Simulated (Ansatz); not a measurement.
# Property card for BAs

BAs:
```xyz
6
Lattice="3.4291 0.0000 0.0000 -1.7145 2.9697 0.0000 0.0000 0.0000 7.4029" Properties=species:S:1:pos:R:3 pbc="T T T"
B      1.7145     0.0000     3.7014
B     -0.8573     1.4848     1.2338
B      0.8573     1.4848     6.1690
As     1.7145     0.0000     0.0000
As    -0.8573     1.4848     4.9352
As     0.8573     1.4848     2.4676
```

Space group P6_222 (No. 180); conventional cell a = b = 3.4291 Å, c = 7.4029 Å, α = β = 90.00°, γ = 120.00°.

Method: the program Ansatz at the PBEsol level (PAW). Geometry: relaxed at this level of theory. Other levels are named where they apply.

Cell and energy:

```yaml
volume_per_atom: 12.56 Å³
density: 5.67 g/cm³
Formation energy from the elements (no fitted shifts): 0.38 eV/atom
```

Electronic structure:

```yaml
band_gap: 0.31 eV (indirect)
valence_band_maximum: at Γ
conduction_band_minimum: at M (3 equivalent valleys)
smallest_direct_gap_on_the_standard_path: 2.10 eV
electron_effective_mass: 0.19, 0.32, 0.32 mₑ (principal values)
Electron effective mass with spin–orbit coupling: 0.19, 0.32, 0.32 mₑ (principal values)
hole_effective_mass: 0.20, 0.41, 0.41 mₑ (principal values)
Gap with spin–orbit coupling: 0.30 eV
```

Mechanics:

```yaml
Bulk modulus (Birch–Murnaghan fit): 1470 kbar
Pressure derivative B′: 4.2
Elastic constants (relaxed ions, GPa): C11 = 335, C12 = 39.9, C13 = 65.7, C33 = 313, C44 = 169
mechanical_stability: stable (all eigenvalues of C positive)
hill_bulk_and_shear_moduli: 147 and 150 GPa
Young's modulus: 336 GPa
Poisson's ratio: 0.12
debye_temperature_from_the_elastic_constants: 722 K
Piezoelectric stress constants (proper, relaxed ions, C/m²): e14 = -0.44, e25 = 0.44
```

Dielectric response:

```yaml
Electronic dielectric constant ε∞ (DFPT): 15.2 (xx = yy), 17.3 (zz)
Static dielectric constant ε0 (ions relaxed, cell fixed): 15.4 (xx = yy), 17.3 (zz)
Born charges (a third of the trace): B -0.25, As +0.25 e
```

Phonons:

```yaml
Highest zone-centre frequency (without LO–TO term): 19.90 THz
zone_centre_stability: no imaginary mode at Γ
```

The start of the workflow was typed in or built on a structure type; neither database checked (COD, Materials Project) lists it. It is not the phase usual at ambient conditions (space group No. 216). The cell was relaxed with PBEsol under the symmetry of its start. Its formation energy is positive at this level, so the cell may be metastable or incomplete. Signs of piezoelectric constants follow the polarity of the cell as given. The references are the lowest solids computed at this level, not always the standard phases. Spin–orbit coupling is left out wherever it is not named.

Potentials: the later of the program's two PAW sets.
